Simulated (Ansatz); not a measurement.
Input and command of a plane-wave DFT calculation in Ansatz:

```yaml
crystal:
  lattice:
    - [3.1267849871, 2.8e-09, 0.0]
    - [-1.563392496, 2.7078752297, 0.0]
    - [0.0, 0.0, 12.1627004857]
  atoms:
    - { symbol: W, position: [0.3333333333, 0.6666666667, 0.25] }
    - { symbol: W, position: [0.6666666667, 0.3333333333, 0.75] }
    - { symbol: S, position: [0.3333333333, 0.6666666667, 0.6215753873] }
    - { symbol: S, position: [0.6666666667, 0.3333333333, 0.1215753873] }
    - { symbol: S, position: [0.3333333333, 0.6666666667, 0.8784246127] }
    - { symbol: S, position: [0.6666666667, 0.3333333333, 0.3784246127] }
basis:
  ecutwfc: 420
kpoints:
  mp_grid: { grid: [12, 12, 4] }
  band_path: { path: [VBM, CBM], npoints: 2 }
hamiltonian:
  xc: lda
scf:
  occupations: { method: gaussian, width: 0.02 }
output:
  forces: true
  stress: true
  eigenvalues: true
```

```bash
ansatz run input.yaml --threads 4 --pin off --max-ram 8192MiB --backend cpu --events-out ev --progress --plain --runs-dir out
```

Processor: Arm Neoverse N1, 4 threads, on a host shared with other jobs.

Task: How long does it run, and how much memory does it take?

Result: About 10 s on 4 threads of Arm Neoverse N1 (shared host), peak memory 0.47 GiB. It solves 32 bands at 57 k points (the mesh reduced by the symmetry that the task leaves, which can be less than the crystal's) with about 2009 plane waves, in 7 SCF iterations.
